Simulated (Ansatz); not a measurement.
All numbers below come from DFT PBE, scalar-relativistic, plane waves, PAW (Ansatz). Settings: cutoff 420 eV, Γ-centred meshes spaced at most about 0.3 Å⁻¹, and about 0.25 Å⁻¹ or finer for metals (2π included), Gaussian smearing. No spin polarisation in the final relaxations.

These are static total energies at zero pressure.

Compare these two cells of MgH2Ir2, each relaxed at this level.

1.

```
Mg H Ir
1.0
     2.82724    0.00000    0.00000
    -1.41362    2.44847    0.00000
     0.00000    0.00000    8.32437
Mg H Ir
1 2 2
Direct
  0.00000 0.00000 0.00000
  0.33333 0.66667 0.23568
  0.66667 0.33333 0.76432
  0.00000 0.00000 0.33520
  0.00000 0.00000 0.66480
```

2.

```
Mg H Ir
1.0
     4.31248    0.00000    0.00000
    -2.15624    3.73472    0.00000
     0.00000    0.00000    3.44069
Mg H Ir
1 2 2
Direct
  0.00000 0.00000 0.00000
  0.33333 0.66667 0.23244
  0.66667 0.33333 0.76756
  0.66667 0.33333 0.27080
  0.33333 0.66667 0.72920
```

Question: Which is lower in energy, and by how much?

Answer: Cell 2 is lower, by 26 meV/atom. Cell 1 has space group P-3m1 (No. 164), 11.5 Å³/atom and no gap on its mesh; cell 2 has space group P-3m1 (No. 164), 11.1 Å³/atom and no gap. Counting H atoms around Ir and Mg (those within 1.25 times the shortest such distance or 1.15 times the sum of covalent radii; the shortest distance is added where it is long for a bond), cell 1 has Mg 6 from 2.6 Å, Ir 3 and cell 2 has Mg 6 from 2.6 Å, Ir 2. The denser one is the lower, and pressure would at first widen the difference. Even the lower one lies +0.34 eV/atom against the reference forms of the elements (uncorrected), so neither is stable at this level. Both come from invented guesses. A third cell relaxed alike, in I4/mmm, lies 247 meV/atom below the lower of the two.

These runs have no spin–orbit coupling, which can matter for Ir. With hydrogen, zero-point motion can shift such differences by 10 meV/atom or more. Cells relaxed within their symmetry can be saddle points.
